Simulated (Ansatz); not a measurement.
This run works on a generated trial structure, not on a known crystal.

Input and command of a plane-wave DFT calculation in Ansatz:

```yaml
crystal:
  lattice:
    - [6.2860680499, 0.0, 0.0]
    - [0.0, 6.2860680499, 0.0]
    - [0.0, 0.0, 6.2860680499]
  atoms:
    - { symbol: Cd, position: [0.0, 0.0, 0.0] }
    - { symbol: Rh, position: [0.5, 0.5, 0.5], spin: 1.87 }
    - { symbol: C, position: [0.2042206215, 0.2042206215, 0.2042206215] }
    - { symbol: C, position: [0.2042206215, 0.7957793785, 0.7957793785] }
    - { symbol: C, position: [0.7957793785, 0.2042206215, 0.7957793785] }
    - { symbol: C, position: [0.7957793785, 0.7957793785, 0.2042206215] }
    - { symbol: "N", position: [0.311486418, 0.311486418, 0.311486418] }
    - { symbol: "N", position: [0.311486418, 0.688513582, 0.688513582] }
    - { symbol: "N", position: [0.688513582, 0.311486418, 0.688513582] }
    - { symbol: "N", position: [0.688513582, 0.688513582, 0.311486418] }
basis:
  ecutwfc: 420
kpoints:
  mp_grid: { grid: [4, 4, 4] }
hamiltonian:
  xc: pbe
scf:
  occupations: { method: gaussian, width: 0.02 }
output:
  forces: true
  stress: true
  eigenvalues: true
  populations: true
  write_density: true
  write_potential: true
  elf: true
  volumetric_format: npy
magnetization:
  spin_polarized: true
relax:
  adjacent_minimum: "off"
  f_tol: 0.01
  max_steps: 80
  cell: { stress_tol: 0.05 }
```

```bash
ansatz run input.yaml --threads 1 --pin off --max-ram 2560MiB --backend cpu --events-out ev --progress --plain --runs-dir out
```

Processor: Intel(R) Xeon(R) Platinum 8259CL CPU @ 2.50GHz (Skylake/Cascade Lake), 1 thread, on a host shared with other jobs.

Task: How long does it run, and how much memory does it take?

Result: About 61 s, peak memory 0.65 GiB. It solves 48 bands at 10 k points (after reduction by symmetry) with about 4945 plane waves (on the last cell), in 27 SCF iterations over 3 ionic steps.
